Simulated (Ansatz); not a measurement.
Below is a relaxed structure of CsTaO2. The cell was found from a structure generator's guess, not taken from experiment.

Method: Ansatz 0.2.0, DFT PBE, scalar-relativistic, plane waves, PAW. Cutoff 420 eV, Γ-centred mesh, Gaussian smearing, no spin polarisation.

```
Cs Ta O
1.0
     3.85368    0.00000    0.00000
     0.00000    3.85368    0.00000
     0.00000    0.00000    6.07603
Cs Ta O
1 1 2
Direct
  0.50000 0.50000 0.50000
  0.00000 0.00000 0.00000
  0.00000 0.50000 0.94092
  0.50000 0.00000 0.05908
```

The zero of energy is the elements' standard structures at the same level (O₂ as a molecule); no fitted shifts are applied.

Q: Find its symmetry and describe it.

A: P-4m2 (No. 115). Conventional cell: a = 3.854 Å, c = 6.076 Å. Around Cs lie 4 O at 3.30 Å, 4 Cs at 3.85 Å, 4 O at 3.91 Å and 8 Ta at 4.08 Å; Ta is surrounded by 4 O at 1.96 Å, 4 Ta at 3.85 Å and 8 Cs at 4.08 Å; O is surrounded by 2 Ta at 1.96 Å, 4 O at 2.82 Å and 2 Cs at 3.30 Å.

Q: What is its formation energy per atom?

A: −1.925 eV/atom. Whether it is stable depends on the other phases of the system, which aren't compared here.

Q: Is it a metal?

A: No, the gap on the 10×10×6 mesh is 0.39 eV.

The last run used a 10×10×6 mesh (in the run's order of axes) for its 4-atom cell and Gaussian smearing of 0.02 eV. Spin–orbit coupling, which can matter for Ta, is left out. Kohn–Sham gaps at this level usually fall short of measured ones. Small gaps are read on the mesh alone, and bands can cross between its points. This cell was reached by moving the atoms of another relaxed cell at random and relaxing again, last within the group found; it had no such test of its own.
